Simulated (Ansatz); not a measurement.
Single point in Ansatz 0.2.0 with r2SCAN, no spin polarisation. Cutoff 500 eV, PAW datasets, 6×6×6 Γ-centred k mesh, fermi-dirac filling (width 0.1 eV).

Computed maps in the lattice plane spanned by b (left to right, 6.80 Å, 21 points from zero) and c (bottom to top, 6.80 Å, 21 points from zero), 60° apart, at height 0.250 along a. The fields are smooth PAW ones with compensation charges, not the true ones near nuclei.

Valence density. Digits on a logarithmic scale: 0 up to 0.03 e/Å³, each further digit a factor of 1.6, 9 from 1.3 e/Å³ up:
```
455655321124555544444
557777642134677765444
567888864235788887644
467877886434688788754
457873787533688548864
346887688643468857875
434688888642357888875
422467887642235688875
321245676542123466765
310023444433222334544
210001223333444433332
001221011234566654211
003565200134678876421
004899730124788888642
103999972024688678863
211699995113578737875
310379996202468877875
420036985200246888876
421001343100124677775
322211000011223456655
434432100023344344554
```

Q: The cell is Na2PdBr6. Which atoms lie within 0.2 Å of this plane, and where (fractions of b and c)?

A: Na at (0.25, 0.25), Br at (0.75, 0.25), Br at (0.75, 0.75), Br at (0.25, 0.75). The whole cell:
```xyz
9
Lattice="0.0000 4.8113 4.8113 4.8113 0.0000 4.8113 4.8113 4.8113 0.0000" Properties=species:S:1:pos:R:3 pbc="T T T"
Pd    0.0000    0.0000    0.0000
Na    2.4057    2.4057    2.4057
Na    7.2170    7.2170    7.2170
Br    2.4057    4.8113    4.8113
Br    4.8113    2.4057    4.8113
Br    7.2170    4.8113    4.8113
Br    4.8113    7.2170    4.8113
Br    4.8113    4.8113    2.4057
Br    4.8113    4.8113    7.2170
```

Origin: a known structure type with other elements, at an estimated volume, so it need not be a known compound.
